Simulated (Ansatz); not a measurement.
# SiSn: computed property card

SiSn:
Space group Pm-3m (No. 221); a = b = c = 3.4439 Å, α = β = γ = 90.00°

| atom | site | symmetry | x | y | z |
|---|---|---|---|---|---|
| Sn | 1a | m-3m | 0.0000 | 0.0000 | 0.0000 |
| Si | 1b | m-3m | 0.5000 | 0.5000 | 0.5000 |

Space group Pm-3m (No. 221), CsCl type; conventional cell a = 3.444 Å, b = 3.444 Å, c = 3.444 Å, α = 90.00°, β = 90.00°, γ = 90.00°.

Method: plane-wave PAW PBEsol (Ansatz code). Structure relaxed to zero pressure with the same functional. Other levels are named where they apply.

Cell and energy:

- Volume per atom = 20.42 Å³
- Density = 5.97 g/cm³
- Formation energy from the elements (no fitted shifts) = 0.39 eV/atom

Electronic structure:

- Electronic character = metallic (no gap)
- Density of states at the Fermi level = 0.54 states/eV per atom (mean over ±0.08 eV)
- Gap with spin–orbit coupling = none (metallic)

Mechanics:

* **Bulk modulus (Birch–Murnaghan fit)**: 72.3 GPa
* **Pressure derivative B′**: 5.0
* **Elastic constants (relaxed ions, GPa)**: C11 = 70.9, C12 = 73.0, C44 = 25.5
* **Mechanical stability**: unstable (C has a negative eigenvalue)

Phonons:

- Highest zone-centre frequency: 152 cm⁻¹
- Zone-centre stability: no imaginary mode at Γ

A made-up cell: these elements were put on the sites of a structure type; neither database checked (COD, Materials Project) lists it. Its standing as an ambient phase is unchecked. The cell was relaxed with PBEsol under the symmetry of its start. As this level gives no gap, shear constants depend on the k-mesh and smearing (Fermi–Dirac, 0.1 eV here). As this level gives no gap, phonon frequencies hold no LO–TO term and depend on the k-mesh and smearing (Fermi–Dirac, 0.1 eV here). The references are the lowest solids computed at this level, not always the standard phases. Spin–orbit coupling is left out wherever it is not named.

Potentials: the later of the program's two PAW sets.
